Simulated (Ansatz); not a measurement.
ZnO:
```cif
data_O2Zn2
_chemical_formula_sum 'Zn2 O2'
_space_group_name_H-M_alt 'P63mc'
_space_group_IT_number 186
_space_group_name_Hall 'P 6c -2c'
_cell_length_a 3.23490
_cell_length_b 3.23490
_cell_length_c 5.21190
_cell_angle_alpha 90.000
_cell_angle_beta 90.000
_cell_angle_gamma 120.000
loop_
_atom_site_label
_atom_site_type_symbol
_atom_site_symmetry_multiplicity
_atom_site_Wyckoff_symbol
_atom_site_fract_x
_atom_site_fract_y
_atom_site_fract_z
_atom_site_occupancy
Zn1 Zn 2 b 0.66667 0.33333 0.00238 1
O1 O 2 b 0.33333 0.66667 0.12282 1
```

Relaxed with r²SCAN. Plane-wave PAW r²SCAN (Ansatz code) gives a gap of 1.24 eV.

Q: What gap does HSE06 give on the same cell (Ansatz, PAW)?

A: 2.53 eV, 1.29 eV more. The hybrid was solved on a coarser mesh and at special points; its gap is the smallest among all of these.

Cost on shared cores: the r²SCAN run (SCF on a 10×10×6 mesh, then bands and DOS) very roughly 70 core-seconds, the HSE06 run (SCF on 7×7×4, then a few points) about 110 core-seconds (a rough figure); the tasks are unlike.

Space group P6_3mc (wurtzite). Symmetry was held in the r²SCAN relaxation.

Potentials: the later of the program's two PAW sets.
